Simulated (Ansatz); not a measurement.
Here is the system:

PbO:
```
CELL_PARAMETERS angstrom
      4.05605     0.00000     0.00000
      0.00000     4.05605     0.00000
      0.00000     0.00000     5.59757
ATOMIC_POSITIONS crystal
  Pb 0.50000 0.00000 0.21272
  Pb 0.00000 0.50000 0.78728
  O  0.00000 0.00000 0.00000
  O  0.50000 0.50000 0.00000
```

This is the PBE-relaxed structure.

### Question
All from PBE (plane waves, PAW; program Ansatz), unless another level is named. Predict the HSE06 gap on the PBE cell.

### Answer
2.57 eV.

### Question
And the smallest direct gap on the standard path?

### Answer
1.91 eV.

### Question
What about the band gap?

### Answer
1.80 eV (indirect).

### Question
And the weight of the valence-edge state by species (Voronoi cells)?

### Answer
O 70 %, Pb 30 %.

Space group P4/nmm. The PBE relaxation kept the symmetry of its start. The volume lies over 15 % above that of the usual cell of this phase: another minimum, or an error of the functional. A crystal of weakly bound layers computed without a dispersion correction: the cell and the soft elastic constants depend strongly on that. Spin–orbit coupling is left out wherever it is not named.

Potentials: the later of the program's two PAW sets.
